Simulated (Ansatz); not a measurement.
Level of theory: DFT PBE, scalar-relativistic, plane waves, PAW in Ansatz 0.2.0. All cells share a 420 eV cutoff and Γ-centred k meshes spaced at most about 0.3 Å⁻¹ (about 0.25 or finer for metals, 2π included). No spin polarisation in the final relaxations.

All energies are static (0 K, no zero-point motion).

Compare these two cells of SnS₇, each relaxed at this level.

A.

```yaml
crystal:
  lattice:
    - [0.00000, 4.84037, 4.84037]
    - [4.84037, 0.00000, 4.84037]
    - [4.84037, 4.84037, 0.00000]
  atoms:
    - { symbol: Sn, position: [0.50000, 0.50000, 0.50000] }
    - { symbol: S, position: [0.22966, 0.77034, 0.77034] }
    - { symbol: S, position: [0.77034, 0.22966, 0.22966] }
    - { symbol: S, position: [0.77034, 0.22966, 0.77034] }
    - { symbol: S, position: [0.22966, 0.77034, 0.22966] }
    - { symbol: S, position: [0.77034, 0.77034, 0.22966] }
    - { symbol: S, position: [0.22966, 0.22966, 0.77034] }
    - { symbol: S, position: [0.00000, 0.00000, 0.00000] }
```

B.

```yaml
crystal:
  lattice:
    - [0.00000, 4.13759, 4.13759]
    - [4.13759, 0.00000, 4.13759]
    - [4.13759, 4.13759, 0.00000]
  atoms:
    - { symbol: Sn, position: [0.00000, 0.00000, 0.00000] }
    - { symbol: S, position: [0.50000, 0.50000, 0.50000] }
    - { symbol: S, position: [0.00000, 0.50000, 0.00000] }
    - { symbol: S, position: [0.50000, 0.00000, 0.00000] }
    - { symbol: S, position: [0.00000, 0.50000, 0.50000] }
    - { symbol: S, position: [0.50000, 0.00000, 0.50000] }
    - { symbol: S, position: [0.00000, 0.00000, 0.50000] }
    - { symbol: S, position: [0.50000, 0.50000, 0.00000] }
```

Question: Which form is favoured at zero pressure, and by what margin per atom?

Answer: A is lower, by 96 meV/atom. A has space group Fm-3m (No. 225), 28.4 Å³/atom and no gap on its mesh; B has Sn and S ordered on fcc sites, space group Fm-3m (No. 225), 17.7 Å³/atom and no gap. Counting S atoms around Sn (those within 1.25 times the shortest such distance or 1.15 times the sum of covalent radii, 1.27 where that leaves under three; the shortest distance is added where it exceeds 1.18 times the sum of covalent radii), A has Sn 6 and B has Sn 12 from 2.9 Å. A holds S–S units of three or more atoms (shortest 2.22 Å); in B the shortest S–S distance is 2.93 Å. The lower one is the more open, so pressure narrows the difference. Even the lower one lies +0.88 eV/atom against the reference forms of the elements (uncorrected), so neither is stable at this level. Both come from invented guesses.

Cells relaxed within their symmetry can be saddle points.
